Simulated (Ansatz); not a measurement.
Pd (fcc, Cu type)

```
Pd
1.0
    0.00000     3.91144     3.91144
    1.95572     0.00000     1.95572
    1.95572     1.95572     0.00000
Pd
2
Direct
  0.00000   0.00000   0.00000
  0.50000   0.00000   0.00000
```

The atoms are displaced by Q × the pattern below (from a DFPT mode at L = (0.5, 0.0, 0.0), largest move 1; Q in Å), at fixed cell. It is one choice among 2 degenerate patterns. (q is in reciprocal vectors of the primitive cell; the cell shown is doubled to hold the pattern.)

| atom | x | y | z |
|---|---|---|---|
| Pd1 | 0.285 | -0.520 | 0.805 |
| Pd2 | -0.285 | 0.520 | -0.805 |

Method: r2SCAN (plane waves to 500 eV, PAW, scalar-relativistic; Ansatz, a first-principles code). k mesh 10×20×20 (Γ-centred), Fermi-Dirac smearing 0.05 eV. The energy includes the smearing's −TS. With partly filled bands, energies and forces of such displacements shift with the k mesh and the smearing. Pd is run without spin polarisation. Pd was relaxed with its symmetry unable to fall. The PAW data are Ansatz's earlier set. The zero of ΔE is the undisplaced structure. The last digit holds for this mesh only.

| Q (Å) | ΔE (meV/cell) |
|---|---|
| -0.2800 | withheld |
| -0.2333 | 177.7 |
| -0.1867 | 124.6 |
| -0.1400 | 76.8 |
| -0.0933 | 37.0 |
| -0.0467 | 9.8 |
| 0.0000 | 0.0 |
| 0.0467 | 9.8 |
| 0.0933 | 37.0 |
| 0.1400 | 76.8 |
| 0.1867 | 124.6 |
| 0.2333 | 177.7 |
| 0.2800 | withheld |

### Question
Fit an even polynomial form (powers 2, 4, 6) to the given rows and predict ΔE at Q = 0.2800.

### Answer
Least squares on the 11 given rows: ΔE = (4524)·Q² + (-34690)·Q⁴ + (212400)·Q⁶, in meV/cell with Q in Å; root-mean-square residual 0.09 meV/cell. At 0.2800 the fit gives 243.8 meV/cell; the calculation gives 234.1 meV/cell, so the extrapolation is off by 9.7 (+4.1 %). The quadratic term alone would give 354.7 meV/cell.

(A displaced cell: forces are minus the slopes of the energy, force constants its curvatures, and phonons follow from these.)
